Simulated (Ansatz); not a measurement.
**Kick test of a cell of CdHg5Se6**

The cell was found from a structure generator's guess, not taken from experiment.

Computed with Ansatz, DFT PBE, scalar-relativistic, plane waves, PAW. Settings: cutoff 420 eV, Γ-centred mesh 8×8×2 on the computed 12-atom cell, Gaussian smearing of 0.10 eV; no spin polarisation.

The cell below (12 atoms, space group P-4m2 (No. 115)) is relaxed within its symmetry.

```
CELL_PARAMETERS angstrom
4.42230 0.00000 0.00000
0.00000 4.42230 0.00000
0.00000 0.00000 18.72355
ATOMIC_POSITIONS crystal
Cd 0.00000 0.00000 0.50000
Hg 0.00000 0.00000 0.83264
Hg 0.50000 0.50000 0.00000
Hg 0.00000 0.00000 0.16736
Hg 0.50000 0.50000 0.33462
Hg 0.50000 0.50000 0.66538
Se 0.50000 0.00000 0.08367
Se 0.00000 0.50000 0.25097
Se 0.50000 0.00000 0.41840
Se 0.00000 0.50000 0.58161
Se 0.50000 0.00000 0.74903
Se 0.00000 0.50000 0.91633
```

For the test it was strained at random (σ = 1.5 % a component), the atoms were moved at random (σ = 0.15 Å), and all was relaxed again on a coarse 6×6×2 mesh (in the run’s order of axes) with 0.20 eV smearing, with no symmetry imposed.

These runs have no spin–orbit coupling, which can matter for Hg.

Question: What happens?

Answer: It returns, within 1 meV/atom of the unmoved cell on that mesh and with the same symmetry when read at 0.1 Å (P1 at 0.01 Å, so small strains and shifts remain). So it is stable against the distortions that fit this cell and that this random move excites. Modes that don't fit the cell aren't tested.
